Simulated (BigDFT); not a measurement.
Input and output of a self-consistent single point for Mo(NH)(F)3(Cl) (ClF3HMoN) (BigDFT).

Computed with PBE, Daubechies wavelet basis, HGH (Krack) norm-conserving potentials made for PBE, isolated boundary conditions (BigDFT 1.9.6).

SMILES: [Mo](=[NH])([F])([F])([F])[Cl]
```xyz
7

Mo    -0.0873     0.1999     0.2747
N      0.2025    -0.9004    -1.0168
H      0.3381    -1.5794    -1.7520
F      0.9872    -0.4555     1.5365
F     -1.3681     1.2222    -0.4272
F     -1.3939    -0.3264     1.3958
Cl     1.3214     1.8396    -0.0110
```

Reference input (self-consistent single point, DFT, PBE, Daubechies wavelet basis, HGH (Krack) norm-conserving potentials made for PBE, isolated boundary conditions): basis = Daubechies wavelets; dft.hgrids = 0.324 bohr; dft.rmult = 5 8; dft.ixc = 11; potentials = built-in HGH-K PBE; boundary_conditions = free; dft.gnrm_cv = 1e-04; dft.itermax = 80; dft.idsx = 6; dft.nrepmax = 3. This run's input differs from it in these lines:

```diff
@@ -2,4 +2,4 @@
 dft:
-  hgrids: 0.324
-  rmult: [5, 8]
+  hgrids: 0.421
+  rmult: [4, 6]
   ixc: 11
```

Log, with long lists cut:

```
  #------------------------------------------------------------------- Self-Consistent Cycle
 Ground State Optimization:
 - Hamiltonian Optimization: &itrp001
   - Subspace Optimization: &itrep001-01
       Wavefunctions Iterations:
 iter:  1, EKS: -1.64946750618939916E+02, gnrm:  3.43E-01, D:  1.30E+00,
 iter:  2, EKS: -1.66151491025004475E+02, gnrm:  1.56E-01, D: -1.20E+00,
 iter:  3, EKS: -1.66325849527839068E+02, gnrm:  1.02E-01, D: -1.74E-01,
 iter:  4, EKS: -1.66392327664919009E+02, gnrm:  7.26E-02, D: -6.65E-02,
 iter:  5, EKS: -1.66430678691375931E+02, gnrm:  2.89E-02, D: -3.84E-02,
   [... lines left out ...]
 iter:  18, EKS: -1.66451644515203753E+02, gnrm:  2.58E-04, D: -2.30E-06,
 iter:  19, EKS: -1.66451645904377557E+02, gnrm:  2.16E-04, D: -1.39E-06,
 iter:  20, EKS: -1.66451646673787849E+02, gnrm:  1.71E-04, D: -7.69E-07,
 iter:  21, EKS: -1.66451647598894169E+02, gnrm:  1.47E-04, D: -9.25E-07,
 iter:  22, EKS: -1.66451648291783044E+02, gnrm:  1.30E-04, D: -6.93E-07,
 iter:  23, EKS: -1.66451648939539666E+02, gnrm:  1.08E-04, D: -6.48E-07,
 iter:  24, EKS: -1.66451649351736421E+02, gnrm:  8.27E-05, D: -4.12E-07,
       -  &FINAL001  { #---------------------------------------------------------- iter: 25
 iter:  25, EKS: -1.66451649675096746E+02, gnrm:  8.27E-05, D: -3.23E-07,  #FINAL
        #Eigenvalues and New Occupation Numbers
       Orbitals: [
   [... 21 lines left out ...]
 Last Iteration                        : *FINAL001
  #---------------------------------------------------------------------- Forces Calculation
 Total electronic charge               :  47.999974211200
 Electric Dipole Moment (AU):
   P vector                            :  [  3.144619E-01, -3.202912E-01, -6.615121E-01 ]
   norm(P)                             :  7.99419172E-01
 Electric Dipole Moment (Debye):
   P vector                            :  [  7.992824E-01, -8.140989E-01, -1.681396E+00 ]
   norm(P)                             :  2.03192067E+00
 BigDFT infocode                       :  0
   [... lines left out ...]
 -  {F: [ 5.600445208899E-03, -6.554998642775E-02, -5.368431004260E-03]} # 0004
 -  {F: [-1.045893679330E-01, -1.071570671275E-02,  8.926928726609E-02]} # 0005
 -  {F: [-5.831696660000E-02,  4.770804435655E-02, -2.902278967221E-02]} # 0006
 -  {Cl: [ 5.913672426338E-02,  3.528759778493E-02, -2.959723297218E-02]} # 0007
 Energy (Hartree)                      : -1.66451649675096746E+02
 Force Norm (Hartree/Bohr)             :  2.13129352150158824E-01
```

The run converged in 25 iterations. Against the reference run the free energy rises by 579 meV/atom and the largest force goes from 3.370 to 7.092 eV/Å.

The grid can part forces that symmetry would make equal. Forces above 1 eV/Å remain at this geometry. This run is one point of a test of settings, so its values need not be converged; read them against the reference run alone. The geometry comes from a cheaper method or was typed, in some cases with atoms then moved at random; it is not relaxed at this level, and the species need not be a known compound. A coarse multiplier of 5 or less cuts the tails of heavy atoms' orbitals, which raises levels.

Cost on one core: around 80 core-seconds (rough).
